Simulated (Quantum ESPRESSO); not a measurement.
# Band energies of Ru

```
CELL_PARAMETERS angstrom
      2.70783     0.00000     0.00000
     -1.35392     2.34505     0.00000
      0.00000     0.00000     4.26810
ATOMIC_POSITIONS crystal
  Ru 0.33333 0.66667 0.25000
  Ru 0.66667 0.33333 0.75000
```

PBEsol (Quantum ESPRESSO, PseudoDojo norm-conserving, 84 Ry, without SOC); path ΓMKΓALHA,LM,KH; energies in eV from the Fermi level.

| k (1/Å) | point | band 12 | band 13 | band 14 | band 15 | band 16 | band 17 | band 18 | band 19 |
|---|---|---|---|---|---|---|---|---|---|
| 0.00 | Γ | -2.62 | -2.40 | -1.92 | -1.92 | -1.43 | -1.43 | 1.20 | 1.20 |
| 0.78 |  | -3.41 | -2.57 | -2.28 | -1.69 | -0.36 | -0.04 | 0.13 | 1.79 |
| 1.34 | M | -3.07 | -2.07 | -1.86 | -1.52 | 1.42 | 1.85 | 1.96 | 4.05 |
| 1.56 |  | -3.10 | -2.21 | -2.15 | -1.49 | 1.49 | 1.56 | 1.85 | 4.36 |
| 2.11 | K | -3.83 | -2.86 | -2.86 | -1.07 | 1.03 | 1.03 | 1.49 | 6.98 |
| 2.32 |  | -3.71 | -3.10 | -2.51 | -1.26 | 0.57 | 1.49 | 1.53 | 5.31 |
| 3.04 |  | -3.49 | -2.54 | -2.39 | -1.27 | -1.27 | -0.96 | -0.24 | 1.58 |
| 3.66 | Γ | -2.62 | -2.40 | -1.92 | -1.92 | -1.43 | -1.43 | 1.20 | 1.20 |
| 3.87 |  | -2.75 | -2.52 | -2.06 | -2.06 | -1.12 | -1.12 | 0.54 | 1.21 |
| 4.40 | A | -2.80 | -2.80 | -2.80 | -2.73 | -2.73 | 0.56 | 0.56 | 0.56 |
| 4.60 |  | -3.28 | -2.66 | -2.66 | -2.51 | -2.51 | 0.53 | 0.53 | 0.70 |
| 5.32 |  | -4.24 | -1.19 | -1.19 | -1.03 | -1.03 | 0.98 | 0.98 | 2.39 |
| 5.74 | L | -4.55 | -1.08 | -1.08 | 0.43 | 0.43 | 1.68 | 1.68 | 3.36 |
| 6.07 |  | -4.25 | -1.99 | -1.99 | -0.27 | -0.27 | 1.45 | 1.45 | 5.18 |
| 6.51 | H | -4.16 | -2.75 | -2.75 | -1.19 | -1.19 | 1.23 | 1.23 | 8.40 |
| 6.90 |  | -3.70 | -2.75 | -2.75 | -1.40 | -1.40 | 1.66 | 1.66 | 5.07 |
| 7.57 |  | -3.96 | -2.73 | -2.73 | -2.02 | -2.02 | 0.50 | 0.50 | 1.28 |
| 8.06 | A | -2.80 | -2.80 | -2.80 | -2.73 | -2.73 | 0.56 | 0.56 | 0.56 |
| 8.06 | L | -4.55 | -1.08 | -1.08 | 0.43 | 0.43 | 1.68 | 1.68 | 3.36 |
| 8.15 |  | -4.37 | -1.51 | -0.61 | -0.19 | 1.08 | 1.65 | 1.71 | 2.74 |
| 8.79 | M | -3.07 | -2.07 | -1.86 | -1.52 | 1.42 | 1.85 | 1.96 | 4.05 |
| 8.79 | K | -3.83 | -2.86 | -2.86 | -1.07 | 1.03 | 1.03 | 1.49 | 6.98 |
| 9.53 | H | -4.16 | -2.75 | -2.75 | -1.19 | -1.19 | 1.23 | 1.23 | 8.40 |

A metal at this level: along this path bands 15, 16, 17, 18 cross the Fermi level.

Spin-orbit splittings are left out.

Geometry of the Materials Project entry, not relaxed at this level.
